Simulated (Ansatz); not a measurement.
Relaxed-ion elastic tensor of RbLaTa2O7 in space group P4/mmm (No. 123; Pearson symbol tP11) in GPa (Voigt order), LDA in the plane-wave PAW code Ansatz; density 7.18 g/cm³, 14.68 Å³ per atom.

```csv
,1,2,3,4,5,6
1,272,9.3,50.6,0.0,0.0,0.0
2,9.3,272,50.6,0.0,0.0,0.0
3,50.6,50.6,116,0.0,0.0,0.0
4,0.0,0.0,0.0,-3.8,0.0,0.0
5,0.0,0.0,0.0,0.0,-3.8,0.0
6,0.0,0.0,0.0,0.0,0.0,62.3
```

Is the crystal mechanically stable?

No: the smallest eigenvalue of C is -3.8 GPa.

The workflow started from a Materials Project entry (that database holds measured and hypothetical structures alike); the Crystallography Open Database copy checked does not list it. Its standing as an ambient phase is unchecked. The cell was relaxed with LDA under the symmetry of its start. At this level the phase is dynamically unstable (imaginary phonons). No spin polarisation was allowed. Spin–orbit coupling is left out wherever it is not named.

Potentials: the later of the program's two PAW sets.
